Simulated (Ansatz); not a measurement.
The calculation used Ansatz 0.2.0, DFT PBE, scalar-relativistic, plane waves, PAW, and for the lanthanide a 4f-in-core norm-conserving potential. Settings: cutoff 690 eV, Γ-centred meshes spaced at most about 0.3 Å⁻¹, and about 0.25 Å⁻¹ or finer for metals (2π included), Gaussian smearing. No spin polarisation in the final relaxations.

Temperature and zero-point effects are left out.

Compare these two cells of SmGaTe3, each relaxed at this level.

A.

```xyz
5
Lattice="6.4056 0.0000 0.0000 -3.2028 5.5474 0.0000 0.0000 0.0000 6.0964" Properties=species:S:1:pos:R:3 pbc="T T T"
Sm    0.0000    0.0000    0.0000
Ga    0.0000    0.0000    3.0482
Te    3.2028    0.0000    0.0000
Te   -1.6014    2.7737    0.0000
Te    1.6014    2.7737    0.0000
```

B.

```xyz
5
Lattice="5.3728 0.0000 0.0000 0.0000 5.3728 0.0000 0.0000 0.0000 5.3728" Properties=species:S:1:pos:R:3 pbc="T T T"
Sm    0.0000    0.0000    0.0000
Ga    2.6864    2.6864    2.6864
Te    0.0000    2.6864    2.6864
Te    2.6864    0.0000    2.6864
Te    2.6864    2.6864    0.0000
```

Problem. Which would you expect to be lower, and how large is the difference?

Solution. B is lower, by 84 meV/atom. A has space group P6/mmm (No. 191), 43.3 Å³/atom and no gap on its mesh; B has the cubic perovskite type, space group Pm-3m (No. 221), 31.0 Å³/atom and no gap. Counting Te atoms around Ga and Sm (those within 1.25 times the shortest such distance or 1.15 times the sum of covalent radii, 1.27 where that leaves under three; the shortest distance is added where it exceeds 1.18 times the sum of covalent radii), A has Sm 6, Ga 12 from 4.4 Å and B has Sm 12, Ga 6. The denser one is the lower, and pressure would at first widen the difference. In A, Sm has 2 Ga at 3.05 Å and 6 Te at 3.20 Å; Ga is surrounded by 2 Sm at 3.05 Å; Te is surrounded by 2 Sm at 3.20 Å and 4 Te at 3.20 Å. In B, Sm has 12 Te at 3.80 Å; around Ga lie 6 Te at 2.69 Å; Te is surrounded by 2 Ga at 2.69 Å, 4 Sm at 3.80 Å and 8 Te at 3.80 Å. Both come from invented guesses.

Spin–orbit coupling, which can matter for Te, is left out. Cells relaxed within their symmetry can be saddle points.

The lanthanide is trivalent by construction, without f bands, f moments or other valences.
